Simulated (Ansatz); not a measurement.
# Energy over volume and axial ratio for Ti (hcp, Mg type)

Ti (hcp, Mg type), conventional cell a = 2.939 Å, b = 2.939 Å, c = 4.650 Å, α = 90.00°, β = 90.00°, γ = 120.00°. The calculation uses the primitive cell of 2 atoms, to which meshes and values per cell refer.

Two coordinates are scanned: the volume, and the ratio of the stretch along z (the conventional c axis) to the stretch across it. Atoms keep their fractional coordinates.

All values below come from PBE (plane waves to 420 eV, PAW, scalar-relativistic; Ansatz, a first-principles code). k mesh 18×18×10 (Γ-centred), Fermi-Dirac smearing 0.05 eV. Energies are smeared free energies. Compression counts positive. With partly filled bands, the response to shear is sensitive to the k mesh, so small differences along c/a are uncertain. Ti is run without spin polarisation. Ti was relaxed with its symmetry unable to fall. ΔE is measured from the relaxed starting cell.

ΔE (kJ/mol of atoms), with V/V₀ across and (c/a)/(c/a)₀ down:

```tsv
(c/a)/(c/a)₀ \ V/V₀	0.920	0.960	1.000	1.040	1.080
0.960	5.0	1.7	0.7	1.5	3.9
0.980	4.5	1.2	0.2	1.0	3.5
1.000	4.3	1.0	0.0	0.9	3.3
1.020	4.4	1.1	0.2	1.0	3.5
1.040	4.8	1.6	0.6	1.5	3.9
```

P (GPa), with V/V₀ across and (c/a)/(c/a)₀ down:

```tsv
(c/a)/(c/a)₀ \ V/V₀	0.920	0.960	1.000	1.040	1.080
0.960	10.9	5.0	0.1	-4.0	-7.4
0.980	10.9	5.0	0.1	-4.0	-7.4
1.000	10.8	4.9	0.0	-4.1	-7.5
1.020	10.8	4.9	0.0	-4.1	-7.5
1.040	10.7	4.9	0.0	-4.1	-7.5
```

What the scan shows:

| Quantity | Result |
|---|---|
| Modulus against c/a change at fixed volume, (3/4V)·∂²E/∂(ln c/a)² (fit, atoms clamped) | 58 GPa |
| Lowest place on the grid | V/V₀ = 1.000, (c/a)/(c/a)₀ = 1.000 (0 meV/atom) |
| Highest place on the grid | V/V₀ = 0.920, (c/a)/(c/a)₀ = 0.960 (52 meV/atom) |

(A scan under strain: stresses follow from slopes of the energy per volume, elastic moduli from its curvatures.)
